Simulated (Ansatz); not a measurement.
BeTe (zinc blende, space group No. 216) at seven volumes, plane-wave PAW PBE (Ansatz code), scaled uniformly. One row is withheld.

```csv
V (Å³/atom),P (GPa)
20.665,?
21.346,3.96
22.028,1.83
22.709,0.00
23.390,-1.57
24.072,-2.92
24.753,-4.09
```

### Question
Fit the shown pressures and predict the withheld one.

### Answer
P = (3/2)B₀(x^(7/2) − x^(5/2))[1 + (3/4)(B′ − 4)(x − 1)] with x = (V₀/V)^(2/3). Least squares on the six rows gives V₀ = 22.710 Å³/atom, B₀ = 56.4 GPa, B′ = 4.03. At V = 20.665, x = 1.0649 and P = 6.44 GPa. The run itself gave 6.43 GPa.

Space group F-43m (zinc blende). Symmetry was held in the PBE relaxation. The volume moved by 30 % from the start of the relaxation. Scalar-relativistic: spin–orbit coupling is off unless named, which matters more the heavier the elements.

Potentials: the later of the program's two PAW sets.
